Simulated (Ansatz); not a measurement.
# An inverse problem

Cell vectors (Å):

```
0.0000 3.1311 3.1311
3.1311 0.0000 3.1311
3.1311 3.1311 0.0000
```

```
atom       a       b       c
  Na  0.0000  0.0000  0.0000
   X  0.5000  0.5000  0.5000
```

These are results of LDA, all-electron PAW in Ansatz 0.2.0, datasets made for the crystal, scalar-relativistic, not measurements. k mesh 6×6×6, strains of ±0.005, fixed occupations.

Elastic constants of a crystal by Kohn-Sham DFT: slopes of the stress over finite engineering strains of the given cell, Voigt indices, Cartesian axes as in the cell vectors.

| index | elastic (GPa) |
| --- | --- |
| 11 | 44.2 |
| 12 | 9 |
| 44 | 7.6 |

All X atoms are one element. Which one was computed?

I; the crystal is NaI (Fm-3m).
